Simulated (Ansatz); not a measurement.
Mg (9R (Sm type), R-3m) at seven volumes, LDA in the plane-wave PAW code Ansatz, shape and atoms relaxed at each. One row is withheld.

```
V (Å³/atom)  P (GPa)
-----------  -------
19.704          4.51
20.354          2.77
21.003          1.28
21.653          0.00
22.302             ?
22.952         -2.05
23.601         -2.86
```

Task: Fit the shown pressures and predict the withheld one.

Result: P = (3/2)B₀(x^(7/2) − x^(5/2))[1 + (3/4)(B′ − 4)(x − 1)] with x = (V₀/V)^(2/3). Least squares on the six rows gives V₀ = 21.652 Å³/atom, B₀ = 39.5 GPa, B′ = 4.04. At V = 22.302, x = 0.9805 and P = -1.10 GPa. The run itself gave -1.10 GPa.

The workflow started from a Materials Project entry (that database holds measured and hypothetical structures alike); the Crystallography Open Database copy checked does not list it. It is not the phase usual at ambient conditions (space group No. 194). Symmetry was held in the LDA relaxation; of distortions, only those at the zone centre were tested.

Potentials: the later of the program's two PAW sets.
